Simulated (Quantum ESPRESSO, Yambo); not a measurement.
RhAgO$_{2}$ (space group R-3m, No. 166) under isotropic strain of -1.5 % on all lattice vectors. The PBEsol cell relaxed from Materials Project entry mp-1018033 was given an isotropic strain of -1.5 % on all lattice vectors, and the atoms were relaxed again. Chain: PBEsol (Quantum ESPRESSO, PseudoDojo norm-conserving, 88 Ry, scalar-relativistic); G0W0 in Yambo (4×4×4 Γ-centred k mesh, bands 9 to 112 and a 8 Ry block in the screening, 112 bands in G with the Bruneval-Gonze terminator, plasmon pole fitted at 27.2 eV); BSE (8×8×8 mesh, 5 valence and 3 conduction bands, static screening with 42 bands and a 4 Ry block, scissor 0.54 eV, Tamm-Dancoff).

The PBEsol gap (dense path) is 0.50 eV, the PBEsol gap Z → (0.25, -0.5, -0.5) on the GW mesh is 0.92 eV and the PBEsol smallest direct gap on the GW mesh, at (0.25, -0.5, -0.5) is 0.96 eV. The G0W0 direct gap at that point is 1.50 eV and the G0W0 correction to the gap Z → (0.25, -0.5, -0.5) comes out as 0.53 eV. The lowest exciton comes out as no binding energy given (see below).

Rough cost of the Yambo steps against G0W0 for 6 states: BSE within a factor of two.

Convergence of the G0W0 settings was not tested. The mesh misses a band edge: along a dense path the PBEsol gap is 0.50 eV against 0.92 eV on the mesh. The BSE states are vertical excitations (zero momentum); the indirect quasiparticle gap, about 1.03 eV, is smaller than the direct one (1.50 eV on the GW mesh). The run can't give a binding energy: the direct gap on its mesh, 1.50 eV, isn't the smallest one (1.31 eV from the band path plus the scissor). Axes are Cartesian, with cell vectors (Å) (1.50, 0.87, 6.10), (-1.50, 0.87, 6.10), (0.00, -1.74, 6.10).

Spin-orbit splittings are left out.

The structure is a Materials Project entry; no match was found in the copy of COD used, and its stability was not checked.
